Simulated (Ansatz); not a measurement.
# Ca: distorted cells

Computed with DFT PBEsol, scalar-relativistic, plane waves, PAW (Ansatz).

Plane waves to 420 eV, a k mesh through Γ of 12×12×12 on the computed 1-atom cell and Gaussian smearing (0.10 eV); no spin polarisation.

Reference cell:

```
CELL_PARAMETERS angstrom
-2.24000 2.24000 2.24000
2.24000 -2.24000 2.24000
2.24000 2.24000 -2.24000
ATOMIC_POSITIONS crystal
Ca 0.00000 0.00000 0.00000
```

Each variant moves atoms of this cell by the vectors given, if any (Å), and then applies a symmetric strain (tensor components, Cartesian axes). The reference cell isn't relaxed at this level. Energies are per atom at zero smearing, counted from the lowest variant. Pressure is positive in compression.

1. strain (xx yy zz yz xz xy, %) 4.45 4.25 5.85 -0.16 0.14 0.43
2. strain (xx yy zz yz xz xy, %) -1.72 -7.72 -1.72 0.00 0.00 0.00
3. strain (xx yy zz yz xz xy, %) -1.57 4.42 4.42 0.00 0.00 0.00
4. strain (xx yy zz yz xz xy, %) 4.65 -4.35 -4.35 0.00 0.00 0.00

```tsv
result	ΔE (meV/atom)	P (GPa)
A	64.5	-2.32
B	122.4	-2.90
C	6.8	-0.98
D	0.0	0.14
```

(1) Which variant gave which result?

## Answers

(1) A is 3, B is 1, C is 4, D is 2. The pressure falls as the cell grows: from the smallest volume to the largest the variants are 2, 4, 3, 1.

This bcc form isn't the element's structure at ambient conditions.